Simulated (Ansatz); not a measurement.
TaSi$_{2}$ (MoSi2 or CaC2 type), relaxed with r²SCAN (Ansatz, a first-principles code, plane waves, PAW): a = 3.2666 Å, b = 3.2666 Å, c = 8.1535 Å, α = 90.00°, β = 90.00°, γ = 90.00°.

| Item | Result |
|---|---|
| ΔH_f (eV/atom) | -0.38 |
| B₀ by P(V) fit (GPa) | 189 |

### Question
The same phase is relaxed and computed with PBE in the same code. What are the cell and these values now?

### Answer
a = b = 3.2827 Å, c = 8.2152 Å, α = β = γ = 90.00°.

ΔH_f (eV/atom): -0.41
B₀ by P(V) fit (GPa): 178

Constructed cells (a structure type filled with these elements, in neither database checked): TaSi2, MoSi2 or CaC2 type. All cells were relaxed under the symmetry of their starts (and spin orders); stability against distortions was not tested throughout. Rows with no word on spin ran without spin polarisation. Scalar-relativistic: spin–orbit coupling is off unless named, which matters more the heavier the elements.

Potentials: the later of the program's two PAW sets.

Ansatz is a plane-wave DFT program.

Formation energies count from the lowest solids of the elements computed at the same level, not from gases.
